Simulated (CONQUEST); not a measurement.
CONQUEST run on CdSe (F-43m, 8 atoms in the cell; from Materials Project mp-2691, changed as shown): self-consistent single point.

Level of theory: PBE, numerical atomic orbitals double-zeta with polarisation (the shipped basis), PseudoDojo norm-conserving potentials made for PBE in CONQUEST.

The change in words: lattice scaled by 1.02. Reference geometry (F-43m):
```
CELL_PARAMETERS angstrom
      6.14054     0.00000     0.00000
      0.00000     6.14054     0.00000
      0.00000     0.00000     6.14054
ATOMIC_POSITIONS crystal
  Cd 0.00000 0.00000 0.00000
  Cd 0.00000 0.50000 0.50000
  Cd 0.50000 0.00000 0.50000
  Cd 0.50000 0.50000 0.00000
  Se 0.25000 0.25000 0.25000
  Se 0.25000 0.75000 0.75000
  Se 0.75000 0.25000 0.75000
  Se 0.75000 0.75000 0.25000
```

Reference input (self-consistent single point, DFT, PBE, numerical atomic orbitals double-zeta with polarisation (the shipped basis), PseudoDojo norm-conserving potentials made for PBE): basis = DZP; Diag.MPMeshX, Y, Z = 4 4 4; potentials = PseudoDojo norm-conserving PBE; Grid.GridCutoff = 140 Ha; DM.SolutionMethod = diagon; Diag.kT = 0.001837 Ha; Diag.GammaCentred = true; minE.SCTolerance = 1.0e-07; SC.MaxIters = 100; SC.LinearMixingFactor = 0.5; AtomMove.TypeOfRun = static. This run's input differs from it in these lines:

```diff
@@ -30,5 +30,5 @@
 # file: CdSe.in
-    11.603938857      0.000000000      0.000000000
-     0.000000000     11.603938857      0.000000000
-     0.000000000      0.000000000     11.603938857
+    11.836018012      0.000000000      0.000000000
+     0.000000000     11.836018012      0.000000000
+     0.000000000      0.000000000     11.836018012
 8
```

The program printed (abridged):

```
    PulayMixSC: Starting Pulay mixing, A_up =  0.500 A_dn =  0.500
    PulayMixSC: Spin non-polarised calculation.
          Harris-Foulkes Energy            :    -32284.460910035566485 eV
    PulayMixSC: Pulay iteration     1 residual:              0.89224E-03
          Harris-Foulkes Energy            :    -32282.992203529433027 eV
          Free Energy (E-TS)               :    -32282.992528359704011 eV
    PulayMixSC: Pulay iteration     2 residual:              0.38088E-03
          Harris-Foulkes Energy            :    -32282.908521030662087 eV
          Free Energy (E-TS)               :    -32282.908643666774879 eV
   [... lines left out ...]
          Free Energy (E-TS)               :    -32282.900437179501751 eV
    PulayMixSC: Pulay iteration     5 residual:              0.48798E-05
          Harris-Foulkes Energy            :    -32282.900301160614617 eV
          Free Energy (E-TS)               :    -32282.900440418234211 eV
    PulayMixSC: Pulay iteration     6 residual:              0.21503E-06
          Harris-Foulkes Energy            :    -32282.900300990550022 eV
          Free Energy (E-TS)               :    -32282.900440214896662 eV
    PulayMixSC: Pulay iteration     7 residual:              0.28953E-07
    PulayMixSC: Reached SCF tolerance of  0.28953E-07 after      7 iterations
      | Number of electrons      =       144.000103
      | GS Energy as E-(1/2)TS   =    -32282.900370602717885 eV
      | Free Energy as E-TS      =    -32282.900440214896662 eV
      |* Harris-Foulkes energy   =    -32282.900300990550022 eV
      |* DFT total energy        =    -32282.900300991172116 eV

    force: Forces on atoms (eV/a0)
    force:  Atom   X              Y              Z
    force:     1  -0.0000000000  -0.0000000000   0.0000000000
   [... zero for the other atoms too ...]

    force: Maximum force :        0.00000000(eV/a0) on atom         1 in z direction
    force: Force Residual:        0.00000000 eV/a0
    force: Total stress:          0.62209763     0.00000000     0.00000000 GPa
                             0.00000000     0.62209763     0.00000000
                             0.00000000     0.00000000     0.62209763
    force: Average pressure:     -0.62209763 GPa

    get_E_and_F: Change in energy during last step of electronic optimisation:  0.62498E-08
```

The run converged in 7 iterations. CONQUEST prints the stress tensor with tension positive. Against the reference run the free energy falls by 6.7 meV/atom, the pressure goes from 2.02 to -0.62 GPa and the gap on the mesh goes from 0.714 to 0.569 eV.

The program uses no crystal symmetry, so grid and mesh can part values that symmetry would make equal. The atom-centred basis is finite, which shifts total energies, pressures and gaps against plane waves. The structure comes from a collection of computed structures, made at another level of theory; the collection holds predicted forms beside known ones.

Cost on one core: about 50 core-seconds (a rough figure).
